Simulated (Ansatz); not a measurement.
GaSb:
```xyz
2
Lattice="3.9033 0.0000 0.0000 -1.9516 3.3803 0.0000 0.0000 0.0000 3.6015" Properties=species:S:1:pos:R:3 pbc="T T T"
Ga     0.0000     0.0000     0.0000
Sb     1.9516     1.1268     1.8007
```

Relaxed with PBEsol. Special points in fractions of this cell's reciprocal vectors: Γ (0.000, 0.000, 0.000); M (0.500, 0.000, 0.000); K (0.333, 0.333, 0.000); A (0.000, 0.000, 0.500); L (0.500, 0.000, 0.500); H (0.333, 0.333, 0.500).

List the band energies nearest the Fermi level at these points for DFT-PBEsol in the program Ansatz with PAW potentials.

In eV from the Fermi level; about four levels below and three above (degenerate sets whole), none deeper than 8.9 eV; points with the same levels are listed once.

```json
[
 {"k": "Γ", "below": "-0.87 -0.72", "above": "0.06 0.06 3.93 3.93"},
 {"k": "M", "below": "-7.27 -1.92", "above": "0.34 1.45 4.41"},
 {"k": "K", "below": "-7.22 -4.51", "above": "2.02 3.97 4.24"},
 {"k": "A", "below": "-7.99", "above": "1.91 1.91 3.79"},
 {"k": "L", "below": "-8.20 -5.53 -4.28 -3.69", "above": "0.51 2.30 3.66"},
 {"k": "H", "below": "-4.28 -3.99 -2.00 -0.50", "above": "8.15 8.91 10.22"}
]
```

Space group P-6m2. The cell is a constructed one: a structure type filled with these elements; neither database checked (COD, Materials Project) lists it. It is not the phase usual at ambient conditions (space group No. 216). Symmetry was held in the PBEsol relaxation; whether a distortion lowers the energy is not shown. Spin–orbit coupling is left out wherever it is not named.

Potentials: the earlier of the program's two PAW sets. The files were generated under PBE; for other functionals the program regenerates the frozen cores, and for LDA and PBEsol the local potential too.
